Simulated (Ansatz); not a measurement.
The relaxed structure here is a generated cell of Pt: the first start was made by a random draw of sites in a space group, and the end was not matched to a known phase here, so it may be hypothetical. Known forms of Pt include space group No. 225.

A relaxed cell of Pt (I4₁md (No. 109)), relaxed on a k-mesh at least as fine as the one used below. Level of theory: PBE (plane waves to 420 eV, PAW, scalar-relativistic; Ansatz, a quantum-chemistry and plane-wave program). Γ-centred k-mesh 13×13×4 on the run's cell (coarser than for final values), Fermi–Dirac smearing 0.05 eV.

```yaml
crystal:
  lattice:
    - [-3.54229, 3.54229, 1.34813]
    - [3.54229, -3.54229, 1.34813]
    - [7.08459, 7.08459, -2.69627]
  atoms:
    - { symbol: Pt, position: [0.72324, 0.41607, 0.15359] }
    - { symbol: Pt, position: [0.72324, 0.41607, 0.65359] }
    - { symbol: Pt, position: [0.10889, 0.41607, 0.34641] }
    - { symbol: Pt, position: [0.10889, 0.41607, 0.84641] }
    - { symbol: Pt, position: [0.16607, 0.35889, 0.09641] }
    - { symbol: Pt, position: [0.16607, 0.35889, 0.59641] }
    - { symbol: Pt, position: [0.16607, 0.97324, 0.40359] }
    - { symbol: Pt, position: [0.16607, 0.97324, 0.90359] }
```

The atoms are displaced by (Å):

```
atom      ux      uy      uz
----  ------  ------  ------
Pt1    0.053   0.035  -0.026
Pt2    0.017  -0.129   0.092
Pt3   -0.008  -0.028  -0.060
Pt4   -0.027   0.092   0.137
Pt5   -0.113   0.010  -0.178
Pt6    0.009  -0.053   0.119
Pt7   -0.113   0.093  -0.055
Pt8   -0.030  -0.037  -0.034
```

Question: What forces (eV/Å) and pressure result?

Answer: 
```
atom     Fx     Fy     Fz
----  -----  -----  -----
Pt1   -1.13  -0.75  -0.12
Pt2   -0.28   1.23   0.42
Pt3   -1.50   0.89  -0.31
Pt4    0.18  -1.02   0.41
Pt5    0.92  -0.11  -0.42
Pt6    0.40  -0.07  -0.15
Pt7    1.94  -0.93   0.27
Pt8   -0.53   0.75  -0.10
```

Pressure +1.8 GPa.

Question: Estimate the energy cost of the displacement in the harmonic approximation and compare with the calculation.

Answer: For a harmonic well ΔE = −½ Σ F·u = 0.308 eV a cell, or 39 meV/atom. The calculated energy relative to the undisplaced cell is +0.04 eV/atom, so the harmonic estimate holds well.

The undisplaced cell is probably no minimum: from this displacement the run went on to Cmcm (No. 63), 0.20 eV/atom below it.

No spin polarisation in the result.
